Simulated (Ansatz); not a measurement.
Run record: NiO

The cell (4 atoms) is NiO as a measured crystal structure (space group Fm-3m, primitive cell doubled). Source: COD entry 4320502, which need not be the ambient phase.

These are results of Ansatz development build ahead of 0.2.0, DFT, PBE+U, PAW, plane waves, scalar-relativistic, not measurements.

The input:

```yaml
crystal:
  lattice:
    - [0.0, 2.09932, 2.09932]
    - [4.19864, 0.0, 4.19864]
    - [2.09932, 2.09932, 0.0]
  atoms:
    - { symbol: Ni, position: [0.0, 0.0, 0.0], spin: 2.0 }
    - { symbol: Ni, position: [0.0, 0.5, 0.0], spin: -2.0 }
    - { symbol: O, position: [0.5, 0.25, 0.5] }
    - { symbol: O, position: [0.5, 0.75, 0.5] }
magnetization:
  spin_polarized: true
hamiltonian:
  xc: pbe
  pseudopotentials: { kind: paw }
  hubbard: { sites: [{ species: Ni, l: d, u_eff: 6.2 }] }
basis:
  ecutwfc: 420
kpoints:
  mp_grid: { grid: [9, 5, 9] }
scf:
  occupations: { method: fermi_dirac, width: 0.05 }
output:
  forces: true
  stress: true
```

What the program printed (shortened):

```
Warning: crystal.symmetry: narrowed to the stabiliser of the k-point mesh — unitary ops 12 → 4, anti-unitary 12 → 4; excluded 16 operations that carry a point of the 9×5×9 mesh (shift [0, 0, 0]) off the mesh (the run samples exactly the mesh kpoints.mp_grid names, as under crystal.symmetry.detect: false, and its converged state has the mesh's symmetry, not the crystal's; [...]
Ni: projections on atomic orbitals take those of the free atom [Ne] 3s2 3p6 3d8 4s2, of charge +0.00 (hamiltonian.pseudopotentials.projection_atoms); the dataset's partial waves leave at most 1.6e-6 of an orbital's norm unspanned inside its sphere
O: projections on atomic orbitals take those of the free atom [He] 2s2 2p4, of charge +0.00 (hamiltonian.pseudopotentials.projection_atoms); the dataset's partial waves leave at most 1.9e-8 of an orbital's norm unspanned inside its sphere
Pseudopotentials: kind: paw
Pseudopotential: Ni, paw, valence charge 18, recommended cutoff 420 eV (normal), Ni.paw.azcp
Pseudopotential: O, paw, valence charge 6, recommended cutoff 420 eV (normal), O.paw.azcp
Functional definition: PBE
Crystal: 4 atoms, lattice volume = 37.008 Å³
Basis set: ecut = 420 eV, 707 PW (Γ), exchange–correlation on 40×80×40 points (8 copies of the dense FFT grid, shifted against one another)
Bands: 32, of which v1, the nominal top of the filled ones, is band 24 counted from 1 (23 counted from 0)
Symmetry: 4 space group operations
k-points: 115 of 405
Non-local potential: Ni, projectors of the file, l = 0: 3, l = 1: 2, l = 2: 3, l = 3: 1
Non-local potential: O, projectors of the file, l = 0: 2, l = 1: 2, l = 2: 1
Initial density: superposition of atomic densities (chi_scale 0.1, normalization cell, long waves kept (reshape's long-wave potential 0.00 eV rms))
Starting moments: Σ|m| = 4 μB on 2 of 4 sites
Initial wavefunctions: pseudopotential atomic-orbital guess
Functional: x = pbe(κ = 0.804, μ = 0.2195149727645171), c = pbe(β = 0.06672455060314922)
spin-down is spin-up translated by (0, 0.5, 0): one eigenproblem is solved per k-point and the antiferromagnetic symmetry of the starting moments is kept exactly by this SCF (crystal.symmetry.spin_inversion_symmetry: false solves both channels; [...]
SCF iter   1: F=—  HF=-12811.722399 eV  |F-HF|=—  |Δ(HF+E_count)|=         —  Δρ=2.85e-1 (↑2.85e-1 ↓2.85e-1)  dr2=6.36e1  dr2_m=8.81e0  M=0.000 μB ∫|m|=1.003 μB  β_m=0.30  ethr=3.10e-3  ⟨swp⟩=5.5  Hψ=13266  notcnv=0  defer=48
preconditioner: auto → Kerker (q_TF=auto, 2.849 Å⁻¹)  [metal: Δε(μ)=0.022 eV  Ē_g=14.809 eV  σ=0.050 eV  W_gap=0.11  n_scr=16 (ndim 8)  ℏωp=34.5 eV  f_vac=0.000  D(μ)=3.00/eV (n_scr^D=28)]
spin=Collinear: Kerker preconditioning applied to the charge; magnetization (m = ρ↑ − ρ↓) channel mixes plain (no charge-response kernel on spin).
SCF iter   2: F=—  HF=-12805.575084 eV  |F-HF|=—  |Δ(HF+E_count)|=    6.15e0  Δρ=6.29e-2 (↑6.29e-2 ↓6.29e-2)  dr2=9.96e-1  dr2_m=4.44e-1  M=0.000 μB ∫|m|=2.913 μB  β_m=1.00  ethr=3.10e-3  ⟨swp⟩=4.0  Hψ=9467  notcnv=0  defer=199
preconditioner: auto → none  [insulator: Δε(μ)=0.650 eV  Ē_g=13.779 eV  σ=0.050 eV  W_gap=0.99  n_scr=16 (ndim 8)  ℏωp=34.5 eV  f_vac=0.000  D(μ)=0.01/eV (n_scr^D=0)  ε∞_Penn≈7.3]
SCF iter   3: F=—  HF=-12806.678352 eV  |F-HF|=—  |Δ(HF+E_count)|=    1.10e0  Δρ=3.81e-2 (↑3.81e-2 ↓3.81e-2)  dr2=4.24e-1  dr2_m=7.14e-2  M=0.000 μB ∫|m|=3.169 μB  β_m=1.00  ethr=2.08e-3  ⟨swp⟩=3.9  Hψ=8322  notcnv=0  defer=178
SCF iter   4: F=—  HF=-12807.804634 eV  |F-HF|=—  |Δ(HF+E_count)|=    1.13e0  Δρ=1.56e-2 (↑1.56e-2 ↓1.56e-2)  dr2=1.73e-1  dr2_m=4.03e-3  M=0.000 μB ∫|m|=3.210 μB  β_m=1.00  ethr=8.84e-4  ⟨swp⟩=3.0  Hψ=8096  notcnv=0  defer=255
SCF iter   5: F=—  HF=-12808.478938 eV  |F-HF|=—  |Δ(HF+E_count)|=   6.74e-1  Δρ=1.98e-2 (↑1.98e-2 ↓1.98e-2)  dr2=1.78e-1  dr2_m=6.42e-2  M=0.000 μB ∫|m|=3.415 μB  β_m=1.00  ethr=3.59e-4  ⟨swp⟩=3.5  Hψ=6713  notcnv=0  defer=283
SCF iter   6: F=—  HF=-12808.943612 eV  |F-HF|=—  |Δ(HF+E_count)|=   4.65e-1  Δρ=1.43e-2 (↑1.43e-2 ↓1.43e-2)  dr2=2.07e-1  dr2_m=1.03e-2  M=0.000 μB ∫|m|=3.493 μB  β_m=1.00  ethr=3.59e-4  ⟨swp⟩=2.0  Hψ=4851  notcnv=0  defer=375
SCF iter   7: F=—  HF=-12809.200937 eV  |F-HF|=—  |Δ(HF+E_count)|=   2.57e-1  Δρ=5.95e-3 (↑5.95e-3 ↓5.95e-3)  dr2=4.22e-2  dr2_m=9.11e-4  M=0.000 μB ∫|m|=3.509 μB  β_m=0.30  ethr=3.59e-4  ⟨swp⟩=2.2  Hψ=4927  notcnv=0  defer=377
Mixer restart at iter 7: flushing history
spin-set hold released at iteration 7 (site moments contracting): the magnetisation degrees of freedom join the quasi-Newton model from the next iteration; the mixer history was flushed
SCF iter   8: F=—  HF=-12809.371009 eV  |F-HF|=—  |Δ(HF+E_count)|=   1.70e-1  Δρ=2.66e-3 (↑2.66e-3 ↓2.66e-3)  dr2=1.66e-3  dr2_m=1.41e-3  M=0.000 μB ∫|m|=3.517 μB  β_m=0.57  ethr=8.79e-5  ⟨swp⟩=2.0  Hψ=6301  notcnv=0  defer=398
SCF iter   9: F=—  HF=-12809.617683 eV  |F-HF|=—  |Δ(HF+E_count)|=   2.47e-1  Δρ=1.51e-2 (↑1.51e-2 ↓1.51e-2)  dr2=2.07e-1  dr2_m=1.59e-2  M=0.000 μB ∫|m|=3.622 μB  β_m=0.57  ethr=3.47e-6  ⟨swp⟩=3.1  Hψ=7896  notcnv=0  defer=400
SCF iter  10: F=—  HF=-12809.590633 eV  |F-HF|=—  |Δ(HF+E_count)|=   2.71e-2  Δρ=3.08e-3 (↑3.08e-3 ↓3.08e-3)  dr2=1.13e-3  dr2_m=2.82e-3  M=0.000 μB ∫|m|=3.605 μB  β_m=0.79  ethr=3.47e-6  ⟨swp⟩=3.0  Hψ=8301  notcnv=0  defer=400
SCF iter  11: F=—  HF=-12809.592009 eV  |F-HF|=—  |Δ(HF+E_count)|=   1.38e-3  Δρ=1.18e-3 (↑1.18e-3 ↓1.18e-3)  dr2=1.09e-3  dr2_m=2.75e-5  M=0.000 μB ∫|m|=3.605 μB  β_m=0.60  ethr=2.35e-6  ⟨swp⟩=2.0  Hψ=7477  notcnv=0  defer=400
SCF iter  12: F=—  HF=-12809.591594 eV  |F-HF|=—  |Δ(HF+E_count)|=   4.15e-4  Δρ=1.33e-4 (↑1.33e-4 ↓1.33e-4)  dr2=8.08e-6  dr2_m=2.90e-6  M=0.000 μB ∫|m|=3.605 μB  β_m=0.80  ethr=2.27e-6  ⟨swp⟩=2.0  Hψ=5306  notcnv=0  defer=400
SCF iter  13: F=—  HF=-12809.591601 eV  |F-HF|=—  |Δ(HF+E_count)|=   6.48e-6  Δρ=8.13e-5 (↑8.13e-5 ↓8.13e-5)  dr2=8.54e-7  dr2_m=1.25e-6  M=0.000 μB ∫|m|=3.605 μB  β_m=0.90  ethr=1.68e-8  ⟨swp⟩=2.4  Hψ=5804  notcnv=0  defer=400
SCF iter  14: F=—  HF=-12809.591609 eV  |F-HF|=—  |Δ(HF+E_count)|=   7.96e-6  Δρ=3.32e-5 (↑3.32e-5 ↓3.32e-5)  dr2=1.16e-7  dr2_m=2.34e-7  M=0.000 μB ∫|m|=3.605 μB  β_m=0.95  ethr=1.78e-9  ⟨swp⟩=2.0  Hψ=6040  notcnv=0  defer=400
SCF iter  15: F=-12809.591610 eV  HF=-12809.591610 eV  |F-HF|=3.00e-9  |Δ(HF+E_count)|=   1.24e-6  Δρ=4.51e-6 (↑4.51e-6 ↓4.51e-6)  dr2=4.64e-9  dr2_m=5.46e-9  M=0.000 μB ∫|m|=3.605 μB  ethr=2.08e-10  ⟨swp⟩=4.9  Hψ=12568  notcnv=0
SCF 1 converged in 15 iterations: F = -12809.591610 eV  dr2 = 4.64e-9
  greatest PAW one-centre occupation: 1.002 electrons in one spin orbital (limit 2), on the Ni atom at site 1 (counted from 0), in its partial waves of l = 1
Symmetry: 2 space group operations
k-points: 203 of 405
Initial density: read from a saved state, or passed on in memory by an earlier SCF of this step, an earlier step, the calling program or the single point that the run made first
Starting moments: Σ|m| = 4 μB on 2 of 4 sites; this step starts from the density that it was given
Initial wavefunctions: those read from a saved state, or passed on in memory by an earlier step or the calling program
the translation (0, 0.5, 0) carries every atom to within crystal.symmetry.tolerance of an atom of its element with the starting moment reversed, but both spin channels are solved: the run starts from a saved state that isn't shown to keep it, or this solve from the single point that its walk made first
iter 1 solved again at ethr=9.66e-12 eV; its pass at ethr=2.08e-6 eV (dr2=4.64e-9 eV) is discarded
SCF iter   1: F=—  HF=-12809.591610 eV  |F-HF|=—  |Δ(HF+E_count)|=         —  Δρ=4.51e-6 (↑4.51e-6 ↓4.51e-6)  dr2=4.64e-9  dr2_m=5.46e-9  M=0.000 μB ∫|m|=3.605 μB  ethr=9.66e-12  ⟨swp⟩=1.0  Hψ=63103  notcnv=0
preconditioner: auto → none  [insulator: Δε(μ)=3.071 eV  Ē_g=14.892 eV  σ=0.050 eV  W_gap=1.00  n_scr=16 (ndim 8)  ℏωp=34.5 eV  f_vac=0.000  D(μ)=0.00/eV (n_scr^D=0)  ε∞_Penn≈6.4]
an SCF along what the orbitals of the run's state read of its open shells (or to have them read: on a GPU, or by another smearing), with 2 of the crystal's symmetry operations and the antiferromagnet's anti-translation given up (203 k-points in place of 115), reached no lower state that the run goes on to. [...]
SCF converged after 15 iterations
Magnetization: 0.0000 μB (24.0000 up, 24.0000 down)
Absolute magnetization: 3.6023 μB (∫|ρ↑−ρ↓|, with the PAW one-centre terms)
Spin contamination: 1.9256 ħ² per cell (⟨S²⟩ above its minimum at these occupations)
Per-site moments (μB) at R_I (Å): [(1.6726, 0.8659), (-1.6726, 0.8659), (-8.5847e-17, 0.8659), (1.0579e-16, 0.8659)]
Free energy (F): -12809.591610 eV
Harris-Foulkes:  -12809.591610 eV  (|F-HF|=3.00e-9)
Internal energy: -12809.591610 eV  (E = F + TS)
E sigma→0 (E₀):  -12809.591610 eV
Fermi energy:    14.283681 eV
--- Per-component energies (eV) ---
  E_band       = -726.793772
  E_kinetic    = 899.923070
  E_local      = -8030.686624  (includes V_loc(G=0)·N_el)
  E_nonlocal   = 1380.604573
  E_hartree    = 3298.092662
  E_xc         = -312.111550
  E_vxc        = -400.322619  (∫ρ·V_xc dr)
  E_hubbard    = 1.702854  (on-site DFT+U / exact-exchange correction)
  E_vhub       = -47.896942  (the Hubbard potential's part of the band-sum identity)
  E_paw        = -3579.132476  (= ΣΔE_a)
  E_vpaw       = -1124.610992  (= ΣTr[D̂ρ^β])
  E_aug_tail   = 0.005886  (compensation charges beyond the density's cutoff)
  E_ewald      = -6467.990005
  E_smearing   = -0.000000  (= −TS)
  E_closure    = 0.000000  (closes the sum)
  Σ components = -12809.591610   (vs F -12809.591610, Δ=0.00e0)
--- Forces (eV/Å), atoms counted from 1 ---
  atom   1  Ni    -0.00000000     0.00000000    -0.00000000
  atom   2  Ni     0.00000000     0.00000000     0.00000000
  atom   3  O     -0.00000000     0.00000000    -0.00000000
  atom   4  O      0.00000000    -0.00000000     0.00000000
  max |Σ_I F_I| component: 3.23e-27 eV/Å
--- Stress (GPa, compression-positive) ---
        7.290354       0.088985      -0.089409
        0.089001       7.290101       0.089001
       -0.089409       0.088985       7.290354
  P = ⅓ Tr σ = 7.2903 GPa (72.903 kbar)
```

Among 14 converged runs of this cell from various starts and settings, this end is the lowest found.

A static U favours moments and orbital order; the result depends on U and need not be the measured state. The mesh has less symmetry than the lattice, which lowers the symmetry of the run.

The run took 14 s on 2 threads of x86-64 server CPU, on a shared host, peak memory 1.1 GiB.
